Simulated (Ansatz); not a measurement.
Hg:
Space group Fd-3m, origin choice 1 (No. 227); a = b = c = 7.6616 Å, α = β = γ = 90.00°

```json
[
 {"atom": "Hg", "site": "8b", "symmetry": "-43m", "x": "0.5000", "y": "0.5000", "z": "0.5000"}
]
```
(The calculation used a cell of 2 atoms; values per cell refer to that cell.)

Relaxed with PBE. Plane-wave PAW PBE (Ansatz code) gives a gap of 0.39 eV.

Question: What gap does HSE06 give on the same cell (Ansatz, PAW)?

Answer: 0.42 eV, 0.03 eV more. The hybrid was solved on a coarser mesh and at special points; its gap is the smallest among all of these.

```json
[
 {"k": "Γ", "v1 PBE": "0.00", "c1 PBE": "3.42", "v1 HSE06": "(withheld)", "c1 HSE06": "(withheld)"},
 {"k": "X", "v1 PBE": "-3.58", "c1 PBE": "1.21", "v1 HSE06": "(withheld)", "c1 HSE06": "(withheld)"},
 {"k": "L", "v1 PBE": "-2.63", "c1 PBE": "1.90", "v1 HSE06": "(withheld)", "c1 HSE06": "(withheld)"},
 {"k": "W", "v1 PBE": "-3.55", "c1 PBE": "0.75", "v1 HSE06": "-4.07", "c1 HSE06": "0.80"},
 {"k": "K", "v1 PBE": "-3.25", "c1 PBE": "0.47", "v1 HSE06": "(withheld)", "c1 HSE06": "(withheld)"}
]
```

Question: Top valence (v1) and lowest conduction level (c1) in eV from each method's valence maximum (which need not be a listed point): supply the withheld HSE06 values.

Answer: 
- Γ, v1 HSE06: 0.00
- Γ, c1 HSE06: 3.68
- L, v1 HSE06: -2.98
- L, c1 HSE06: 2.06
- X, v1 HSE06: -4.10
- X, c1 HSE06: 1.33
- K, v1 HSE06: -3.72
- K, c1 HSE06: 0.51

Cost on shared cores: the PBE run (SCF on a 6×6×6 mesh, then bands and DOS) around 14 core-seconds (rough), the HSE06 run (SCF on 5×5×5, then a few points) around 90 core-seconds (rough); the tasks are unlike.

A made-up cell: these elements were put on the sites of a structure type; neither database checked (COD, Materials Project) lists it. It is not the usual solid phase (space group No. 166). The PBE relaxation kept the symmetry of its start; phonons on a q-mesh show weakly imaginary modes. The substance is a gas or liquid at ambient conditions. Scalar-relativistic: spin–orbit coupling is off unless named, which matters more the heavier the elements.

Potentials: the later of the program's two PAW sets.
